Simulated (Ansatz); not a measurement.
MgC$_{8}$ in space group P6/mmm (No. 191; C on 6l, C on 2c, Mg on 1b), the program Ansatz at the r²SCAN+D4 level (PAW), all energies at zero smearing, with the estimated change up to a 700 eV cutoff added, with one set of potentials and settings (totals compare only within such a set). Cell of 9 atoms (8 C, 1 Mg): -3938.628 eV.

```tsv
element	reference phase	E (eV/atom)
C	P6_3/mmc, 4 atoms in the cell	-251.7456
Mg	P6_3/mmc, 2 atoms in the cell	-1926.4627
```

Formation energy per atom, worked out: (-3938.628 − 8×(-251.7456) − 1×(-1926.4627))/9 = 0.200 eV/atom (19 kJ per mol of atoms), at 0 K, without zero-point energy or fitted corrections.

The cell is a constructed one: a structure type filled with these elements; neither database checked (COD, Materials Project) lists it. Whether it is the stable phase at ambient conditions was not checked. The r²SCAN+D4 relaxation kept the symmetry of its start; its stability against distortions is not shown here. The references are the lowest solids computed at this level, not always the standard phases.

Potentials: the later of the program's two PAW sets.
